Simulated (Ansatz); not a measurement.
Cu₃Sb in space group P6/mmm (No. 191; Sb on 1a, Cu on 1b, Cu on 2c) at seven volumes, plane-wave PAW PBE (Ansatz code), shape and atoms relaxed at each. One row is withheld.

| V (Å³/atom) | P (GPa) |
|---|---|
| 20.026 | 7.17 |
| 20.686 | 4.32 |
| 21.346 | 1.93 |
| 22.007 | 0.00 |
| 22.667 | -1.42 |
| 23.327 | ? |
| 23.987 | -3.72 |

Task: Fit the shown pressures and predict the withheld one.

Result: P = (3/2)B₀(x^(7/2) − x^(5/2))[1 + (3/4)(B′ − 4)(x − 1)] with x = (V₀/V)^(2/3). Least squares on the six rows gives V₀ = 22.027 Å³/atom, B₀ = 56.5 GPa, B′ = 6.10. At V = 23.327, x = 0.9625 and P = -2.72 GPa. The run itself gave -2.60 GPa.

The start of the workflow was typed in or built on a structure type; neither database checked (COD, Materials Project) lists it. Whether it is the stable phase at ambient conditions was not checked. The PBE relaxation kept the symmetry of its start; whether a distortion lowers the energy is not shown. The run is not spin-polarised. Its formation energy is positive at this level, so the cell may be metastable or incomplete. Spin–orbit coupling is left out wherever it is not named.

Potentials: the earlier of the program's two PAW sets.
